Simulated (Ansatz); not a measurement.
**SrVO3, one structure, two calculations**

Cell: a COD entry, atoms as given.

```
CELL_PARAMETERS angstrom
3.84090 0.00000 0.00000
0.00000 3.84090 0.00000
0.00000 0.00000 3.84090
ATOMIC_POSITIONS crystal
Sr 0.50000 0.50000 0.50000
V 0.00000 0.00000 0.00000
O 0.50000 0.00000 0.00000
O 0.00000 0.50000 0.00000
O 0.00000 0.00000 0.50000
```

Sites (sets of like atoms) are named by element and the number of their first atom in this list.

First run. Computed with Ansatz: DFT, PBE, plane waves and PAW, scalar-relativistic, collinear spin, 420 eV cutoff, Γ-centred 6×6×6 k-points, Fermi–Dirac smearing 0.02 eV. Start moments as typed (μB): 1 on each V, none on the rest.

```
site  atom  V_zz (10²¹ V/m²)     η  m (μB)
   V     2              0.00     –    0.38
   O     3              3.26  0.00    0.00
```

Second run. The same atoms and settings, except that the mesh is 9×9×9 and the Fermi–Dirac smearing is 0.05 eV.

Question: Given the first result, estimate the second.

Answer: 

| site | atom | V_zz | η | change of V_zz | m (μB) |
| --- | --- | --- | --- | --- | --- |
| V | 2 | 0.00 | – | 0.00 | 0.25 |
| O | 3 | 3.24 | 0.00 | -0.02 | 0.00 |

No V_zz moves by more than 0.02. Other sites without a gradient aren't listed. The absolute magnetisation of the cell goes from 0.5 to 0.3 μB.

Semilocal functionals can leave a metal where correlation in the d or f shell opens a gap in the real compound, and that would change the values at and beside V. The run lost most of its start moments on V; a state with other moments may lie lower. The magnetic order is the one that the run reached from its start moments, not necessarily the measured one (the real compound may not order at all).
